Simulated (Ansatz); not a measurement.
## How far is PAW off for ScIn$_{3}$?

```yaml
crystal:
  lattice:
    - [4.41540, 0.00000, 0.00000]
    - [0.00000, 4.41540, 0.00000]
    - [0.00000, 0.00000, 4.46000]
  atoms:
    - { symbol: Sc, position: [0.00000, 0.00000, 0.00000] }
    - { symbol: In, position: [0.00000, 0.50000, 0.50000] }
    - { symbol: In, position: [0.50000, 0.00000, 0.50000] }
    - { symbol: In, position: [0.50000, 0.50000, 0.00000] }
```

Atoms are numbered in the order listed.

The conventional cell has a = 4.415 Å, b = 4.415 Å, c = 4.460 Å, α = 90.00°, β = 90.00°, γ = 90.00°. Sc (atom 1) is surrounded by 12 In at 3.12 to 3.14 Å. In (atom 2) is surrounded by 8 In at 3.12 to 3.14 Å and 4 Sc at 3.14 Å. In (atom 4) is surrounded by 4 Sc at 3.12 Å and 8 In at 3.14 Å.

The cell is COD entry 1539387, as deposited and not checked against the literature; nothing was relaxed. The listed cell was then made from it by scaling, straining or moving an atom.

Spin–orbit coupling is left out, though it moves levels of the heavy atoms by tenths of an eV or more.

Methods: DFT, PBEsol, PAW with Ansatz's default frozen-core files, scalar-relativistic (Ansatz 0.2.0); DFT, PBEsol, all-electron LAPW, scalar-relativistic (Ansatz 0.2.0).

For PAW: a Γ-centred 8×8×8 k mesh, Fermi–Dirac smearing of 0.08 eV, cutoff 420 eV, no spin polarisation; the PAW files were made with PBE, and the program remakes their frozen cores for this functional. LAPW targets a basis error of 1 meV/atom. The Ansatz runs share mesh, smearing and spin set-up. Plane-wave (PAW) pressures include the program's estimate of the Pulay term.

Stress and pressure are positive in compression.

The change that made this cell: equal xx and yy strain of -1 %.

PAW results:

```tsv
quantity	PAW
pressure (GPa)	1.05
stress xx (GPa)	1.25
stress zz (GPa)	0.65
```

Question: What does all-electron LAPW give for the same quantities?

Answer: 
```tsv
quantity	LAPW
pressure (GPa)	1.07
stress xx (GPa)	1.27
stress zz (GPa)	0.67
```
